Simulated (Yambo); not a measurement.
Yambo run on BN (space group Fmm2, No. 42). The wavefunctions come from this Quantum ESPRESSO step (LDA, PseudoDojo standard norm-conserving files, scalar-relativistic):

```
&CONTROL
  calculation = 'nscf'
  pseudo_dir = './pseudo'
  outdir = './out'
/
&SYSTEM
  ibrav = 0
  nat = 2
  ntyp = 2
  ecutwfc = 84.0
  ecutrho = 336.0
  occupations = 'fixed'
  force_symmorphic = .true.
  nbnd = 72
/
&ELECTRONS
  conv_thr = 2e-09
  diago_full_acc = .true.
  diago_thr_init = 1e-08
/
ATOMIC_SPECIES
B 10.8100 B.upf
N 14.0070 N.upf
CELL_PARAMETERS angstrom
  0.000000000000   3.495315000000   2.166090000000
  1.251630000000   0.000000000000   2.166090000000
  1.251630000000   3.495315000000   0.000000000000
ATOMIC_POSITIONS crystal
B   0.000050000000   0.000050000000   0.999950000000
N   0.666650000000   0.666650000000   0.333350000000
K_POINTS automatic
6 6 6 0 0 0
```

Yambo input:

```
rim_cut
gw0
dyson
el_el_corr
HF_and_locXC
ppa
em1d
RandQpts= 1000000
RandGvec= 1 Ry
EXXRLvcs= 84 Ry
VXCRLvcs= 336 Ry
Chimod= "HARTREE"
% BndsRnXp
 1 | 71 |
%
NGsBlkXp= 14 Ry
% LongDrXp
 1.0 | 1.0 | 1.0 |
%
PPAPntXp= 27.2114 eV
% GbndRnge
 1 | 71 |
%
GTermKind= "BG"
DysSolver= "n"
ExtendOut
% QPkrange
 10 | 10 | 4 | 5 |
 13 | 13 | 4 | 5 |
 45 | 45 | 4 | 5 |
%
```

k points by index: 10 = (0, 0.333, 0.333), 13 = (0, -0.5, -0.5), 45 = (-0.5, 0.333, -0.167).

Resulting energies as the program prints them:

```
#    K-point    Band    Eo [eV]    E [eV]    E-Eo [eV]    Vxc [eV]    Vnlxc [eV]    Sc|Eo [eV]    Sc|E [eV]    dSc/dw|Eo [eV]    Re(Z)    Im(Z)
#
    10    4    -0.251552    -1.255652    -1.004100    -16.23789    -19.54140    2.065993    2.299403    -6.325018    0.811397    -0.001041
    10    5    4.190600    5.089197    0.898597    -10.99041    -5.693013    -4.220671    -4.398803    -5.393688    0.834574    -0.966364E-3
    13    4    -1.490360    -2.652479    -1.162119    -14.92751    -18.65150    2.290046    2.561867    -6.364299    0.810448    -0.001100
    13    5    3.680584    4.532934    0.852350    -10.68271    -5.853870    -3.816959    -3.976491    -5.092608    0.842353    -0.919205E-3
    45    4    0.000000    -0.963033    -0.963033    -16.54334    -19.76196    2.030882    2.255588    -6.348785    0.810822    -0.001035
    45    5    4.795260    5.753246    0.957986    -11.38489    -5.811399    -4.420476    -4.615507    -5.539300    0.830863    -0.990303E-3
```
(The two width columns are left out.) Convergence of these settings isn't established.

Geometry of the Materials Project entry, not relaxed at this level.

This is not the ordinary phase of the substance; no match was found in the copy of COD used, and its stability was not checked.

The distance between layers or molecules is the database entry's, not relaxed here. Functionals without dispersion can leave it too large, which widens gaps and weakens the response across layers: the numbers belong to this cell.
